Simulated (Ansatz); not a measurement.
## TiO2 (anatase): energy against volume

TiO₂ (anatase)

```xyz
6
Lattice="-1.8889 1.8889 4.7919 1.8889 -1.8889 4.7919 1.8889 1.8889 -4.7919" Properties=species:S:1:pos:R:3 pbc="T T T"
Ti     0.0000     0.0000     4.7919
Ti     1.8889     0.0000     2.3959
O      0.0000     0.0000     2.8055
O      1.8889     0.0000     0.4095
O      1.8889     0.0000     4.3824
O      0.0000     0.0000     6.7783
```

The volume is varied about the relaxed value V₀ at fixed cell shape. The atoms relax within the cell's symmetry.

Level of theory: r2SCAN (plane waves to 500 eV, PAW, scalar-relativistic; Ansatz, a quantum-chemistry and plane-wave program). k mesh 12×12×12 (Γ-centred), Fermi-Dirac smearing 0.05 eV. E stands for the smeared free energy. Stress and pressure are positive under compression. With the shape held, the modulus is that of even scaling; a crystal free to change shape is softer. TiO2 is run without spin polarisation. TiO2 was relaxed with its symmetry unable to fall. ΔE is measured from the relaxed starting cell.

```json
[
 {"V/V₀": "0.900", "ΔE (meV/atom)": "89.2", "P (GPa)": "27.6"},
 {"V/V₀": "0.920", "ΔE (meV/atom)": "54.9", "P (GPa)": "20.8"},
 {"V/V₀": "0.940", "ΔE (meV/atom)": "29.7", "P (GPa)": "14.7"},
 {"V/V₀": "0.960", "ΔE (meV/atom)": "12.7", "P (GPa)": "9.3"},
 {"V/V₀": "0.980", "ΔE (meV/atom)": "3.1", "P (GPa)": "4.4"},
 {"V/V₀": "1.000", "ΔE (meV/atom)": "0.0", "P (GPa)": "0.0"},
 {"V/V₀": "1.020", "ΔE (meV/atom)": "2.8", "P (GPa)": "-3.9"},
 {"V/V₀": "1.040", "ΔE (meV/atom)": "11.0", "P (GPa)": "-7.4"},
 {"V/V₀": "1.060", "ΔE (meV/atom)": "23.9", "P (GPa)": "-10.6"},
 {"V/V₀": "1.080", "ΔE (meV/atom)": "41.0", "P (GPa)": "-13.4"},
 {"V/V₀": "1.100", "ΔE (meV/atom)": "61.9", "P (GPa)": "-15.9"}
]
```

Read from the data:

The pressure at the smallest volume is 27.6 GPa and the energy cost of the largest compression is 89.2 meV/atom. The energy cost of the largest expansion is 61.9 meV/atom and the bulk modulus at fixed cell shape B₀ (third-order Birch-Murnaghan fit) is 207 GPa. The pressure derivative B₀′ (fit) comes out as 4.5, the equilibrium volume of the fit is 11.40 Å³/atom and the pressure for 5 % compression (fit) is 11.9 GPa.

(A scan under strain: stresses follow from slopes of the energy per volume, elastic moduli from its curvatures.)
